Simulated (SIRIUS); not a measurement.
A self-consistent single point of H4NF (P2_1, 12 atoms in the cell; from Materials Project mp-23794, changed as shown) with SIRIUS.

Computed with PBEsol, GBRV PBEsol ultrasoft pseudopotentials (plane waves; SIRIUS).

The change in words: lattice vector b scaled by 0.98. Reference geometry (P6_3mc):
```yaml
crystal:
  lattice:
    - [4.37726, 0.00000, 0.00000]
    - [-2.18863, 3.79082, 0.00000]
    - [0.00000, 0.00000, 7.08708]
  atoms:
    - { symbol: H, position: [0.53787, 0.07575, 0.92307] }
    - { symbol: H, position: [0.46213, 0.53787, 0.42307] }
    - { symbol: H, position: [0.92425, 0.46213, 0.92307] }
    - { symbol: H, position: [0.46213, 0.92425, 0.42307] }
    - { symbol: H, position: [0.53787, 0.46213, 0.92307] }
    - { symbol: H, position: [0.07575, 0.53787, 0.42307] }
    - { symbol: H, position: [0.33333, 0.66667, 0.22863] }
    - { symbol: H, position: [0.66667, 0.33333, 0.72863] }
    - { symbol: N, position: [0.33333, 0.66667, 0.37471] }
    - { symbol: N, position: [0.66667, 0.33333, 0.87471] }
    - { symbol: F, position: [0.33333, 0.66667, 0.99764] }
    - { symbol: F, position: [0.66667, 0.33333, 0.49764] }
```

Reference input (self-consistent single point, DFT, PBEsol, plane waves, GBRV PBEsol ultrasoft pseudopotentials): parameters.ngridk = 7 7 4; parameters.xc_functionals = [XC_GGA_X_PBE_SOL, XC_GGA_C_PBE_SOL]; parameters.gk_cutoff = 6.325 1/bohr; parameters.pw_cutoff = 14.143 1/bohr; parameters.smearing = gaussian; parameters.smearing_width = 0.000734986 Ha; potentials = GBRV PBEsol ultrasoft pseudopotentials; parameters.electronic_structure_method = pseudopotential; parameters.num_bands = 20; parameters.num_mag_dims = 0; parameters.num_dft_iter = 100; parameters.energy_tol = 1e-07 Ha. This run's input differs from it in these lines:

```diff
@@ -33,3 +33,3 @@
       [0.9999999888, 0.0, 0.0],
-      [-0.5000001086, 0.8660254487, 0.0],
+      [-0.4900000105, 0.8487050128, 0.0],
       [0.0, 0.0, 1.6190684989]
```

Output (repeated stretches shortened):

```
[find] density tolerance         : 1e-06
[find] total energy tolerance    : 1e-07
[find] iter_solver_tol (initial) : 0.01
[find] iter_solver_tol (target)  : 1e-13
[find] num_dft_iter              : 100
Charges and magnetic moments
--------------------------------------------------------------------------------
total charge          : 32.000000
[find] | SCF iteration   0 out of 100|
[diagonalize] iterative solver tolerance (occupied, empty): 0.01 0.01
[diagonalize] average number of iterations: 3.33333
[find] Charges and magnetic moments
[find] total charge          : 32.000000
[find] Energy
   [... lines left out ...]

[find] Charges and magnetic moments
[find] total charge          : 32.000000
[find] Energy
[find] smearing (-TS)                 :       0.00000000
[find] Total energy                   :     -73.46797222 (Ha),    -146.93594444 (Ry)
[find] Free energy (E-TS)             :     -73.46797222 (Ha),    -146.93594444 (Ry)
[find] band gap (eV)                  :       6.26430467
[find] Efermi                         :       0.06055027
[find] iteration : 17, RMS (target) : 5.8106e-07 (1.0000e-06) , energy difference (target) : -2.4869e-12 (1.0000e-07)
[find] bands are converged : true
[find] iterative solver converged : true
[find] converged after 18 SCF iterations!
[find] Charges and magnetic moments
[find] total charge          : 32.000000
[find] Energy
[find] smearing (-TS)                 :       0.00000000
[find] Total energy                   :     -73.46797222 (Ha),    -146.93594444 (Ry)
[find] Free energy (E-TS)             :     -73.46797222 (Ha),    -146.93594444 (Ry)
[find] band gap (eV)                  :       6.26430467
[find] Efermi                         :       0.06055027
[ground_state] === stress tensor components [kbar] ===
[ground_state] === stress_total ===
[ground_state]   -49.758911    6.626621    0.000000
[ground_state]     6.626621  -74.214740    0.000000
[ground_state]     0.000000    0.000000  -44.851621
[ground_state] ==== total Forces in Ha/bohr =====
   [... lines left out ...]
[ground_state] atom:    7, force:      -0.0000132     -0.0000229     -0.0192526
[ground_state] atom:    8, force:      -0.0064702     -0.0113211     -0.0081335
[ground_state] atom:    9, force:       0.0064702      0.0113211     -0.0081335
[ground_state] atom:   10, force:      -0.0011773     -0.0020781      0.0014209
[ground_state] atom:   11, force:       0.0011773      0.0020781      0.0014209
```

The run converged in 18 iterations. SIRIUS prints the stress tensor with tension positive. Against the reference run the free energy goes up by 7.3 meV/atom, the pressure goes from 3.91 to 5.63 GPa and the largest force goes from 1.021 to 1.787 eV/Å.

Forces above 1 eV/Å remain at this geometry. The structure comes from a collection of computed structures, made at another level of theory; the collection holds predicted forms beside known ones. Its lattice was then scaled.

Cost on one core: roughly 100 core-seconds.

The gap that the log prints is read on the run's mesh, which can miss the band edges or a crossing.
